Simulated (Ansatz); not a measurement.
Consider the following.

Starting cell, TiO₂ (rutile):

```yaml
crystal:
  lattice:
    - [4.64353, 0.00000, 0.00000]
    - [0.00000, 4.64353, 0.00000]
    - [0.00000, 0.00000, 2.96370]
  atoms:
    - { symbol: Ti, position: [0.00000, 0.00000, 0.00000] }
    - { symbol: Ti, position: [0.50000, 0.50000, 0.50000] }
    - { symbol: O, position: [0.30512, 0.30512, 0.00000] }
    - { symbol: O, position: [0.80512, 0.19488, 0.50000] }
    - { symbol: O, position: [0.19488, 0.80512, 0.50000] }
    - { symbol: O, position: [0.69488, 0.69488, 0.00000] }
```

In each cell atom 2 (Ti, nearest neighbour O at 1.958 Å; its periodic images, 3.0 Å or more away, move with it) moves by s·(1.000, 0.000, 0.000) (along Cartesian x), the rest being held.

Method: PBE (plane waves to 420 eV, PAW, scalar-relativistic; Ansatz, a first-principles code). k mesh 6×6×9 (Γ-centred), Fermi-Dirac smearing 0.05 eV. The energy includes the smearing's −TS. The PAW data are Ansatz's earlier set. TiO2 is run without spin polarisation. TiO2 was relaxed with its symmetry unable to fall. The zero of ΔE is the undisplaced structure.

The scan covers s from -0.200 to 0.200 Å in 11 points.

Task: Is this a single well or a double well?

Result: A single well with its minimum at or next to zero displacement.

Task: Is the energy the same for equal positive and negative displacements?

Result: Even: the same for both signs. With its periodic images moving along, the atom's site symmetry in this cell is mmm.

Task: What is the force constant k = d²E/ds² of this move at s = 0?

Result: 14.6 eV/Å².

(For displaced atoms, the force is minus the slope of the energy, and its curvature is a force constant, which sets phonon frequencies.)
